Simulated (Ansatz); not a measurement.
A geometry of SnSe2 away from equilibrium: the start of the relaxation of a generated trial cell of SnSe2 in the anatase structure type. These are r2SCAN (plane waves to 500 eV, PAW, scalar-relativistic; Ansatz, a program for electronic structure) values and carry that method's errors. Γ-centred k-mesh 9×9×9 on the run's cell, Fermi–Dirac smearing 0.05 eV.

```xyz
6
Lattice="-2.5743 2.5743 6.4707 2.5743 -2.5743 6.4707 2.5743 2.5743 -6.4707" Properties=species:S:1:pos:R:3:forces:R:3 pbc="T T T" free_energy=-33990.396 pressure_GPa=4.1
Sn     0.0000     0.0000     6.4707    0.0000    0.0000    0.0000
Sn     2.5743     0.0000     3.2354    0.0000    0.0000    0.0000
Se     0.0000     0.0000     3.7776    0.0000    0.0000    0.2777
Se     2.5743     0.0000     0.5422    0.0000    0.0000    0.2777
Se     2.5743     0.0000     5.9285    0.0000    0.0000   -0.2777
Se     0.0000     0.0000     9.1638    0.0000    0.0000   -0.2777
```

Positions in Å, forces in eV/Å, free energy of the cell in eV (comparable only within this code, potentials and settings). Largest force: 0.28 eV/Å, on Se3, Se4, Se5, Se6 (atoms numbered as listed); the geometry lies 0.10 eV/atom above the end of its relaxation.

No spin polarisation in the result.

The run could not lose the symmetry of its start, so the end can be a saddle point.

The end of the path is a generated cell of SnSe2: the first start was made by placing the elements on the sites of a structure type, and the end was not matched to a known phase here, so it may be hypothetical. Known forms of SnSe2 include space group No. 164.
